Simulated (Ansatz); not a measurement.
SiS$_{2}$:
```cif
data_S2Si
_chemical_formula_sum 'Si1 S2'
_space_group_name_H-M_alt 'P 1'
_space_group_IT_number 1
_cell_length_a 7.35151
_cell_length_b 7.35151
_cell_length_c 7.35151
_cell_angle_alpha 25.948
_cell_angle_beta 25.948
_cell_angle_gamma 25.948
loop_
_space_group_symop_operation_xyz
  'x, y, z'
loop_
_atom_site_label
_atom_site_type_symbol
_atom_site_fract_x
_atom_site_fract_y
_atom_site_fract_z
_atom_site_occupancy
Si1 Si 0.00000 0.00000 0.00000 1
S1 S 0.27120 0.27120 0.27120 1
S2 S 0.72880 0.72880 0.72880 1
```

Relaxed with PBE. Plane-wave PAW PBE (Ansatz code) gives a gap of 1.35 eV.

Question: What gap does HSE06 give on the same cell (Ansatz, PAW)?

Answer: 2.20 eV, 0.85 eV more. The hybrid was solved on a coarser mesh and at special points; its gap is the smallest among all of these.

| k | v1 PBE | c1 PBE | v1 HSE06 | c1 HSE06 |
|---|---|---|---|---|
| Γ | -0.38 | 3.67 | ? | ? |
| T | -0.39 | 4.00 | ? | ? |
| L | -0.60 | 1.43 | -0.65 | 2.29 |
| F | -0.59 | 1.35 | -0.64 | 2.20 |
| S0 | -1.00 | 3.15 | ? | ? |
| H0 | -0.96 | 3.15 | ? | ? |

Question: Top valence (v1) and lowest conduction level (c1) in eV from each method's valence maximum (which need not be a listed point): supply the withheld HSE06 values.

Answer: 
- S0, v1 HSE06: -1.13
- S0, c1 HSE06: 4.14
- H0, v1 HSE06: -1.10
- H0, c1 HSE06: 4.14
- Γ, v1 HSE06: -0.44
- Γ, c1 HSE06: 4.72
- T, v1 HSE06: -0.44
- T, c1 HSE06: 5.10

Cost on shared cores: the PBE run (SCF on a 10×10×10 mesh, then bands and DOS) very roughly 25 core-seconds, the HSE06 run (SCF on 7×7×7, then a few points) very roughly 4 core-minutes; the tasks are unlike.

Space group R-3m. A made-up cell: these elements were put on the sites of a structure type; neither database checked (COD, Materials Project) lists it. COD files the formula under space group No. 72, 122, so this cell is another polymorph or a model. Whether it is the stable phase at ambient conditions was not checked. Symmetry was held in the PBE relaxation; whether a distortion lowers the energy is not shown. A crystal of weakly bound layers computed without a dispersion correction: the cell and the soft elastic constants depend strongly on that.

Potentials: the later of the program's two PAW sets.
